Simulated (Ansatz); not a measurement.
## Two Ansatz runs on SrCl2

The structure comes from a relaxation in the same program, started in the fluorite type, and has space group Fm-3m. Whether it is a known phase or the ground state wasn't checked.

First run: DFT, PBE, all-electron LAPW, scalar-relativistic (Ansatz 0.2.0).

Command: `ansatz run input.yaml --threads 1 --pin off --max-ram 3072MiB --backend cpu --events-out ev --progress --plain --runs-dir out` The run took 17 s on 1 thread of Intel(R) Xeon(R) 6975P-C (Granite Rapids), on a shared host.

```yaml
crystal:
  lattice:
    - [0.0, 3.5202332848, 3.5202332848]
    - [3.5202332848, 0.0, 3.5202332848]
    - [3.5202332848, 3.5202332848, 0.0]
  atoms:
    - { symbol: Sr, position: [0.0, 0.0, 0.0] }
    - { symbol: Cl, position: [0.25, 0.25, 0.25] }
    - { symbol: Cl, position: [0.75, 0.75, 0.75] }
kpoints:
  mp_grid: { grid: [10, 10, 10] }
  band_path:
    path:
      - [0.0, 0.0, 0.0]
      - [0.5, 0.0, 0.5]
      - [0.625, 0.25, 0.625]
      - [0.375, 0.375, 0.75]
      - [0.0, 0.0, 0.0]
      - [0.5, 0.5, 0.5]
      - [0.5, 0.25, 0.75]
      - [0.5, 0.0, 0.5]
    npoints: 14
scf:
  occupations: { method: fermi_dirac, width: 0.08 }
hamiltonian:
  xc: pbe
  pseudopotentials: { kind: all_electron, lapw: { basis_error: 0.001 } }
output:
  forces: true
  stress: true
  eigenvalues: true
  populations: true
  dos: { projected: true, de: 0.2, e_range: [-14, 8] }
```

Result: converged; pressure 0.01 GPa; gap on the k mesh 5.24 eV; 8 SCF iterations.

A second run of a changed input logged this at its end:

```
Initial wavefunctions: plane waves of lowest kinetic energy (no species holds an atomic orbital)
Functional: x = pbe(κ = 0.804, μ = 0.2195149727645171), c = pbe(β = 0.06672455060314922)
iter 1 solved again at ethr=1.13e-3 eV; its pass at ethr=1.00e-1 eV (dr2=6.32e-1 eV) is discarded
SCF iter   1: F=—  HF=-111642.960517 eV  |F-HF|=—  |Δ(HF+E_count)|=         —  Δρ=1.91e-2  dr2=6.32e-1  ethr=1.13e-3  ⟨swp⟩=2.1  Hψ=9572  notcnv=0
preconditioner: auto → Resta (q_TF=auto, 2.534 Å⁻¹)  ε∞=2.6  [insulator: Δε(μ)=5.696 eV  Ē_g=14.856 eV  σ=0.080 eV  W_gap=1.00  n_scr=26 (ndim 8)  ℏωp=18.6 eV  f_vac=0.134  D(μ)=0.00/eV (n_scr^D=0)  ε∞_Penn≈2.6]
SCF iter   2: F=—  HF=-111642.633518 eV  |F-HF|=—  |Δ(HF+E_count)|=   3.27e-1  Δρ=8.80e-3  dr2=1.48e-1  ethr=1.13e-3  ⟨swp⟩=2.4  Hψ=5094  notcnv=0
SCF iter   3: F=—  HF=-111642.657257 eV  |F-HF|=—  |Δ(HF+E_count)|=   2.37e-2  Δρ=5.10e-3  dr2=5.36e-2  ethr=2.64e-4  ⟨swp⟩=2.0  Hψ=4945  notcnv=0
Error: did not converge after 3 iterations: dr2 = 5.36e-2 (threshold 1.00e-7), under the density mixer `msr1`, which `scf.mixing.algorithm: auto` chose by the deck's other keys (type `scf.mixing.algorithm: msr1` to keep it); raise `scf.max_iter`, which need not help a stalled SCF, or adjust the mixing (`scf.mixing`) or, under a smearing, its width (`scf.occupations.width`, in either direction: another width is another result); this SCF holds its density and magnetisation to the symmetry operations that it keeps, and cannot end on a state that breaks one of them: if the state sought breaks one, re-run with `crystal.symmetry.detect: false`, without `crystal.symmetry.time_reversal: true`, on a non-collinear deck whose state breaks time reversal, with `crystal.symmetry.time_reversal: false` beside it (there exact exchange or a DFT+U term alone can polarise the run; a magnetic state wants starting moments), where the deck allows it (that run may end on another state, and need not converge either) — the other mixer that `auto` picks from is left to try (`scf.mixing.algorithm: broyden`); it can need more iterations, either can converge an SCF that the other leaves open, and the two can end on different states; the input reference at `scf.mixing.algorithm` says more, and from which start to try it
```

Problem. What was wrong with the input?

Solution. Too few SCF iterations, by this change (others could give a like log):
```diff
@@ -23,4 +23,5 @@
 scf:
   occupations: { method: fermi_dirac, width: 0.08 }
+  max_iter: 3
 hamiltonian:
   xc: pbe
@@ -31,4 +32,3 @@
   eigenvalues: true
   populations: true
-  dos: { projected: true, de: 0.2, e_range: [-14, 8] }
```
